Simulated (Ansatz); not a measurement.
## CuSe2 (Pnnm): electronic heat capacity and spin susceptibility from the density of states

The calculation used DFT PBEsol, scalar-relativistic, plane waves, PAW in Ansatz.

Plane waves to 420 eV, a k mesh through Γ of 8×6×10 on the computed 6-atom cell and Gaussian smearing (0.10 eV); no spin polarisation.

Relaxed cell: Pnnm, a = 4.977 Å, b = 6.097 Å, c = 3.719 Å, α = 90.00°, β = 90.00°, γ = 90.00°, 6 atoms in the primitive cell.

The density of states at the Fermi level is 2.977 states/eV in the cell of 6 atoms (2 formula units; both spins, tetrahedra on a 12×9×15 mesh).

Question: What Sommerfeld coefficient and Pauli susceptibility does this give?

Answer: Per formula unit N(E_F) = 1.488 states/eV. γ = (π²/3) k_B² N(E_F) N_A = 2.357 mJ/(mol K²) per state/eV, so γ = 3.5 mJ/(mol K²), a mole of formula units. χ_P = μ_B² N(E_F) N_A = 3.23×10⁻⁵ emu/mol per state/eV gives 4.8×10⁻⁵ emu/mol. This is the bare band result: a measured γ of the same phase is as a rule larger by a factor 1 + λ from phonons and spin fluctuations, the spin part of χ is larger by the Stoner factor, and a measured χ also holds orbital and core terms. N(E_F) at one energy is sensitive to the mesh where the density of states has sharp peaks.

A ferromagnetic start lost its moments in a first run, so spin was left out; other magnetic orders weren't tried.